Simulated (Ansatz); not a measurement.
SnMo2C:
```
CELL_PARAMETERS angstrom
      3.15805     0.00000     0.00000
     -1.57903     2.73496     0.00000
      0.00000     0.00000    13.37251
ATOMIC_POSITIONS crystal
  Sn 0.33333 0.66667 0.75000
  Sn 0.66667 0.33333 0.25000
  Mo 0.33333 0.66667 0.08106
  Mo 0.66667 0.33333 0.58106
  Mo 0.66667 0.33333 0.91894
  Mo 0.33333 0.66667 0.41894
  C  0.00000 0.00000 0.00000
  C  0.00000 0.00000 0.50000
```

Relaxed with PBEsol. Special points in fractions of this cell's reciprocal vectors: Γ (0.000, 0.000, 0.000); M (0.500, 0.000, 0.000); K (0.333, 0.333, 0.000); A (0.000, 0.000, 0.500); L (0.500, 0.000, 0.500); H (0.333, 0.333, 0.500).

### Question
List the band energies nearest the Fermi level at these points for PBEsol with spin–orbit coupling (plane waves, PAW; program Ansatz).

### Answer
In eV from the Fermi level; about four levels below and three above (degenerate sets whole), none deeper than 8.9 eV; points with the same levels are listed once.

```
k                                            below                above
-  -----------------------------------------------  -------------------
Γ                          -0.26 -0.26 -0.25 -0.25  1.05 1.05 1.06 1.06
M                          -3.00 -3.00 -0.09 -0.09  0.16 0.16 0.46 0.46
K                          -0.05 -0.05 -0.04 -0.04  0.15 0.15 1.40 1.40
A  -0.35 -0.35 -0.35 -0.35 -0.35 -0.35 -0.35 -0.35  1.06 1.06 1.06 1.06
L                          -3.00 -3.00 -3.00 -3.00  0.17 0.17 0.17 0.17
H                          -1.17 -1.17 -1.10 -1.10  0.43 0.43 0.45 0.45
```

Space group P6_3/mmc. The start of the workflow was typed in or built on a structure type; neither database checked (COD, Materials Project) lists it. Its standing as an ambient phase is unchecked. Symmetry was held in the PBEsol relaxation; its stability against distortions is not shown here. The run is not spin-polarised.

Potentials: the earlier of the program's two PAW sets. The files were generated under PBE; for other functionals the program regenerates the frozen cores, and for LDA and PBEsol the local potential too.
